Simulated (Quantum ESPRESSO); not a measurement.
# Mo4Se6S2: one run as intended and one with a planted mistake

Simulated, not a measurement. The program is pw.x of Quantum ESPRESSO 7.5 (plane-wave density functional theory). The cell is made up: 12 atoms on a layered 2H lattice, with randomly drawn elements, strain and displacements, not relaxed. PseudoDojo standard norm-conserving files (v0.5 for PBE, v0.4.1 for LDA and PBEsol) set the functional; there is no spin polarisation, spin-orbit coupling or dispersion term, and the masses in the input are unused placeholders.

Intended input:

```
&control calculation='scf', pseudo_dir='./dojo.nc.sr.pbe.v0_5.standard.upf', outdir='./o', disk_io='medium', tprnfor=.true., tstress=.true. /
&system ibrav=0, nat=12, ntyp=3, nbnd=88, ecutwfc=85.99341389, nosym=.true., tot_charge=0,
 occupations='smearing', smearing='fd', degauss=0.0018374661
/
&electrons conv_thr=7.350e-09, electron_maxstep=60, /
ATOMIC_SPECIES
Mo 1.0 Mo.upf
S 1.0 S.upf
Se 1.0 Se.upf
CELL_PARAMETERS angstrom
3.1675 -0.0304 -0.0413
-0.0526 5.4664 0.0419
-0.1651 0.0966 13.0
ATOMIC_POSITIONS angstrom
Mo -0.057 1.8415 3.2845
Mo 1.4162 0.9737 9.7337
Mo 1.5129 4.6437 3.34
Mo -0.2053 3.7296 9.8388
Se -0.1415 1.8957 8.1856
Se -0.1706 1.9249 11.3882
Se 1.553 1.0086 1.717
Se 1.3766 0.9529 4.8864
Se 1.3161 4.5977 8.0836
S 1.5147 4.6176 11.5344
Se -0.1031 3.7181 1.6395
S -0.1769 3.6389 4.8409
K_POINTS automatic
7 4 2 1 1 1
```

The log is shortened where brackets say so; the opening notice, blank lines, dates and the lines on written files are dropped, and the path of the files is cut. It prints rydbergs, bohrs and kilobars, and counts compression as positive stress.

Log of the intended run:

```
     Program PWSCF v.7.5
     Parallel version (MPI & OpenMP), running on       1 processor cores
     Number of MPI processes:                 1
     Threads/MPI process:                     1
     [start-up lines left out]
     bravais-lattice index     =            0
     lattice parameter (alat)  =       5.9865  a.u.
     unit-cell volume          =    1518.5252 (a.u.)^3
     number of atoms/cell      =           12
     number of atomic types    =            3
     number of electrons       =       164.00
     number of Kohn-Sham states=           88
     kinetic-energy cutoff     =      85.9934  Ry
     charge density cutoff     =     343.9737  Ry
     scf convergence threshold =      7.3E-09
     mixing beta               =       0.7000
     number of iterations used =            8  plain     mixing
     Exchange-correlation= PBE
                           (   1   4   3   4   0   0   0)
     [axes and pseudopotential details left out]
   Cartesian axes
     site n.     atom                  positions (alat units)
         1        Mo     tau(   1) = (  -0.0179929   0.5812971   1.0368018  )
         2        Mo     tau(   2) = (   0.4470448   0.3073630   3.0725887  )
         3        Mo     tau(   3) = (   0.4775696   1.4658537   1.0543212  )
         4        Mo     tau(   4) = (  -0.0648060   1.1773043   3.1057650  )
         5        Se     tau(   5) = (  -0.0446666   0.5984062   2.5839076  )
         6        Se     tau(   6) = (  -0.0538525   0.6076236   3.5948564  )
         7        Se     tau(   7) = (   0.4902278   0.3183797   0.5419968  )
         8        Se     tau(   8) = (   0.4345445   0.3007972   1.5424656  )
         9        Se     tau(   9) = (   0.4154467   1.4513331   2.5517098  )
        10        S      tau(  10) = (   0.4781378   1.4576148   3.6410067  )
        11        Se     tau(  11) = (  -0.0325451   1.1736741   0.5175328  )
        12        S      tau(  12) = (  -0.0558411   1.1486735   1.5281028  )
     number of k points=    28  Fermi-Dirac smearing, width (Ry)=  0.0018
                       cart. coord. in units 2pi/alat
        k(    1) = (   0.0729348   0.0726725   0.0613077), wk =   0.0714286
        k(    2) = (   0.0713546   0.0735914  -0.0605621), wk =   0.0714286
     [further k points left out]
     Dense  grid:   163685 G-vectors     FFT dimensions: (  36,  64, 150)
     Estimated max dynamical RAM per process >     312.64 MB
     Initial potential from superposition of free atoms
     starting charge     163.9938, renormalised to     164.0000
     Starting wfcs are  102 randomized atomic wfcs
     total cpu time spent up to now is       40.4 secs
     per-process dynamical memory:   172.0 Mb
     Self-consistent Calculation
     iteration #  1     ecut=    85.99 Ry     beta= 0.70
     Davidson diagonalization with overlap
     ethr =  1.00E-02,  avg # of iterations =  2.0
     Threshold (ethr) on eigenvalues was too large:
     Diagonalizing with lowered threshold
     Davidson diagonalization with overlap
     ethr =  6.07E-04,  avg # of iterations =  2.0
     total cpu time spent up to now is      239.9 secs
     total energy              =   -2061.05352068 Ry
     estimated scf accuracy    <       1.03422945 Ry
     iteration #  2     ecut=    85.99 Ry     beta= 0.70
     Davidson diagonalization with overlap
     ethr =  6.31E-04,  avg # of iterations =  7.4
     total cpu time spent up to now is      379.5 secs
     total energy              =   -2060.09302715 Ry
     estimated scf accuracy    <       9.45470653 Ry
     [iterations 3 to 18 left out]
     iteration # 19     ecut=    85.99 Ry     beta= 0.70
     Davidson diagonalization with overlap
     ethr =  3.00E-11,  avg # of iterations =  2.9
     total cpu time spent up to now is     2074.3 secs
     total energy              =   -2061.55678518 Ry
     estimated scf accuracy    <       0.00000001 Ry
     iteration # 20     ecut=    85.99 Ry     beta= 0.70
     Davidson diagonalization with overlap
     ethr =  7.95E-12,  avg # of iterations =  2.8
     total cpu time spent up to now is     2168.7 secs
     End of self-consistent calculation
     [lines on levels left out]
!    total energy              =   -2061.55678518 Ry
     estimated scf accuracy    <          4.5E-09 Ry
     smearing contrib. (-TS)   =      -0.00000000 Ry
     internal energy E=F+TS    =   -2061.55678518 Ry
     The total energy is F=E-TS. E is the sum of the following terms:
     one-electron contribution =   -1134.05768565 Ry
     hartree contribution      =     628.83590309 Ry
     xc contribution           =    -386.67802012 Ry
     ewald contribution        =   -1169.65698250 Ry
     convergence has been achieved in  20 iterations
     Forces acting on atoms (cartesian axes, Ry/au):
     atom    1 type  1   force =    -0.04578101    0.10471104    0.04295318
     atom    2 type  1   force =     0.01361624   -0.06995951    0.07143764
     atom    3 type  1   force =    -0.05734488   -0.09801173   -0.02185132
     atom    4 type  1   force =     0.01829632    0.07134407    0.02348760
     atom    5 type  3   force =    -0.02655040    0.02315029   -0.08905197
     atom    6 type  3   force =     0.01340297   -0.03010413    0.08145554
     atom    7 type  3   force =    -0.03003659   -0.03581462   -0.14899436
     atom    8 type  3   force =     0.07606292   -0.00548133    0.12410875
     atom    9 type  3   force =     0.01644598    0.00134866   -0.01008805
     atom   10 type  2   force =    -0.03604539    0.00486627   -0.07805832
     atom   11 type  3   force =     0.00984926    0.01556435   -0.02156983
     atom   12 type  2   force =     0.04808458    0.01838663    0.02617113
     Total force =     0.344763     Total SCF correction =     0.000446
     Computing stress (Cartesian axis) and pressure
          total   stress  (Ry/bohr**3)                   (kbar)     P=      149.82
   0.00102183   0.00003596   0.00025574          150.32        5.29       37.62
   0.00003596   0.00106509  -0.00005017            5.29      156.68       -7.38
   0.00025574  -0.00005017   0.00096836           37.62       -7.38      142.45
     init_run     :     37.45s CPU     40.22s WALL (       1 calls)
     electrons    :   2041.22s CPU   2128.41s WALL (       1 calls)
     forces       :     17.80s CPU     18.03s WALL (       1 calls)
     stress       :     50.14s CPU     51.72s WALL (       1 calls)
     [timing details left out]
     PWSCF        :  35m46.96s CPU  37m19.18s WALL
     JOB DONE.
```

A second run has one planted mistake: the cell has the wrong charge. The input lines that differ, file-writing options aside:

```
- &system ibrav=0, nat=12, ntyp=3, nbnd=88, ecutwfc=85.99341389, nosym=.true., tot_charge=0,
+ &system ibrav=0, nat=12, ntyp=3, nbnd=88, ecutwfc=85.99341389, nosym=.true., tot_charge=1,
```

Its log:

```
     Program PWSCF v.7.5
     Parallel version (MPI & OpenMP), running on       4 processor cores
     Number of MPI processes:                 4
     Threads/MPI process:                     1
     [start-up lines left out]
     bravais-lattice index     =            0
     lattice parameter (alat)  =       5.9865  a.u.
     unit-cell volume          =    1518.5252 (a.u.)^3
     number of atoms/cell      =           12
     number of atomic types    =            3
     number of electrons       =       163.00
     number of Kohn-Sham states=           88
     kinetic-energy cutoff     =      85.9934  Ry
     charge density cutoff     =     343.9737  Ry
     scf convergence threshold =      7.3E-09
     mixing beta               =       0.7000
     number of iterations used =            8  plain     mixing
     Exchange-correlation= PBE
                           (   1   4   3   4   0   0   0)
     [axes and pseudopotential details left out]
   Cartesian axes
     site n.     atom                  positions (alat units)
         1        Mo     tau(   1) = (  -0.0179929   0.5812971   1.0368018  )
         2        Mo     tau(   2) = (   0.4470448   0.3073630   3.0725887  )
         3        Mo     tau(   3) = (   0.4775696   1.4658537   1.0543212  )
         4        Mo     tau(   4) = (  -0.0648060   1.1773043   3.1057650  )
         5        Se     tau(   5) = (  -0.0446666   0.5984062   2.5839076  )
         6        Se     tau(   6) = (  -0.0538525   0.6076236   3.5948564  )
         7        Se     tau(   7) = (   0.4902278   0.3183797   0.5419968  )
         8        Se     tau(   8) = (   0.4345445   0.3007972   1.5424656  )
         9        Se     tau(   9) = (   0.4154467   1.4513331   2.5517098  )
        10        S      tau(  10) = (   0.4781378   1.4576148   3.6410067  )
        11        Se     tau(  11) = (  -0.0325451   1.1736741   0.5175328  )
        12        S      tau(  12) = (  -0.0558411   1.1486735   1.5281028  )
     number of k points=    28  Fermi-Dirac smearing, width (Ry)=  0.0018
                       cart. coord. in units 2pi/alat
        k(    1) = (   0.0729348   0.0726725   0.0613077), wk =   0.0714286
        k(    2) = (   0.0713546   0.0735914  -0.0605621), wk =   0.0714286
     [further k points left out]
     Dense  grid:   163685 G-vectors     FFT dimensions: (  36,  64, 150)
     Estimated max dynamical RAM per process >     504.85 MB
     Estimated total dynamical RAM >       1.86 GB
     Initial potential from superposition of free atoms
     starting charge     163.9938, renormalised to     163.0000
     Starting wfcs are  102 randomized atomic wfcs
     total cpu time spent up to now is        8.5 secs
     per-process dynamical memory:   367.3 Mb
     Self-consistent Calculation
     iteration #  1     ecut=    85.99 Ry     beta= 0.70
     Davidson diagonalization with overlap
     ethr =  1.00E-02,  avg # of iterations =  2.0
     Threshold (ethr) on eigenvalues was too large:
     Diagonalizing with lowered threshold
     Davidson diagonalization with overlap
     ethr =  5.17E-04,  avg # of iterations =  2.1
     total cpu time spent up to now is       44.9 secs
     total energy              =   -2062.10592317 Ry
     estimated scf accuracy    <       0.90989713 Ry
     iteration #  2     ecut=    85.99 Ry     beta= 0.70
     Davidson diagonalization with overlap
     ethr =  5.58E-04,  avg # of iterations =  8.3
     total cpu time spent up to now is       71.4 secs
     total energy              =   -2061.11078955 Ry
     estimated scf accuracy    <       8.47635452 Ry
     [iterations 3 to 20 left out]
     iteration # 21     ecut=    85.99 Ry     beta= 0.70
     Davidson diagonalization with overlap
     ethr =  7.96E-11,  avg # of iterations =  5.3
     total cpu time spent up to now is      487.1 secs
     total energy              =   -2062.49501353 Ry
     estimated scf accuracy    <       0.00000001 Ry
     iteration # 22     ecut=    85.99 Ry     beta= 0.70
     Davidson diagonalization with overlap
     ethr =  7.37E-12,  avg # of iterations =  2.9
     total cpu time spent up to now is      506.9 secs
     End of self-consistent calculation
     [lines on levels left out]
!    total energy              =   -2062.49501353 Ry
     estimated scf accuracy    <          2.7E-09 Ry
     smearing contrib. (-TS)   =      -0.00113701 Ry
     internal energy E=F+TS    =   -2062.49387651 Ry
     The total energy is F=E-TS. E is the sum of the following terms:
     one-electron contribution =   -1134.86735909 Ry
     hartree contribution      =     627.76060473 Ry
     xc contribution           =    -385.73013965 Ry
     ewald contribution        =   -1169.65698250 Ry
     convergence has been achieved in  22 iterations
     Forces acting on atoms (cartesian axes, Ry/au):
     atom    1 type  1   force =    -0.04342643    0.09362149    0.04232272
     atom    2 type  1   force =     0.01523122   -0.07051547    0.06680869
     atom    3 type  1   force =    -0.05394878   -0.08593530   -0.01367880
     atom    4 type  1   force =     0.01453579    0.07177241    0.02924644
     atom    5 type  3   force =    -0.02580655    0.02162862   -0.08968399
     atom    6 type  3   force =     0.01263242   -0.02936859    0.08351445
     atom    7 type  3   force =    -0.02869772   -0.03338489   -0.15028476
     atom    8 type  3   force =     0.07203100   -0.00728076    0.12599432
     atom    9 type  3   force =     0.01625598    0.00174879   -0.01426790
     atom   10 type  2   force =    -0.03357005    0.00522254   -0.07729686
     atom   11 type  3   force =     0.00938975    0.01453341   -0.02537703
     atom   12 type  2   force =     0.04537338    0.01795773    0.02270274
     Total force =     0.336249     Total SCF correction =     0.000192
     Computing stress (Cartesian axis) and pressure
          total   stress  (Ry/bohr**3)                   (kbar)     P=       21.76
   0.00018456   0.00002162   0.00023731           27.15        3.18       34.91
   0.00002162   0.00023601  -0.00004679            3.18       34.72       -6.88
   0.00023731  -0.00004679   0.00002318           34.91       -6.88        3.41
     init_run     :      7.83s CPU      8.14s WALL (       1 calls)
     electrons    :    489.12s CPU    498.48s WALL (       1 calls)
     forces       :      3.26s CPU      3.31s WALL (       1 calls)
     stress       :     11.70s CPU     11.89s WALL (       1 calls)
     [timing details left out]
     PWSCF        :   8m32.31s CPU   8m42.35s WALL
     JOB DONE.
```

```
                                            intended run  run with the mistake
                          free energy (eV)    -28048.909            -28061.674
                    smearing term -TS (eV)        0.0000               -0.0155
                            pressure (GPa)         14.98                  2.18
            largest force component (eV/Å)         3.831                 3.864
largest change of a force component (eV/Å)                               0.310
                                iterations            20                    22
```

For scale, a rerun of the intended cell at a cutoff of 1467 eV and k mesh 9 x 6 x 4 moved values by no more than 0.002 eV in energy, 0.02 GPa in stress and 0.005 eV/Å in force. The charged cell sits in a uniform background, so its energy and stress rest on the program's zero of potential.